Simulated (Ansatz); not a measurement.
LaSiRu in space group P4/nmm (No. 129; Si on 2c, La on 2c, Ru on 2a) under volume change, r²SCAN (plane waves, PAW; program Ansatz), shape and atoms relaxed at each volume.

```csv
V (Å³/atom),E − E(relaxed) (meV/atom),P (GPa)
19.689,41.5,7.86
20.339,16.7,4.53
20.988,3.8,1.96
21.637,0.0,-0.01
22.286,3.0,-1.42
22.935,10.6,-2.30
```

### Question
What does a third-order Birch–Murnaghan fit give for V₀, B₀ and B′?

### Answer
V₀ = 21.65 Å³/atom, B₀ = 54.0 GPa, B′ = 9.6.

The workflow started from an entry of the Crystallography Open Database (COD). Its standing as an ambient phase is unchecked. Symmetry was held in the r²SCAN relaxation; its stability against distortions is not shown here. No spin polarisation was allowed. Spin–orbit coupling is left out wherever it is not named.

Potentials: the later of the program's two PAW sets.
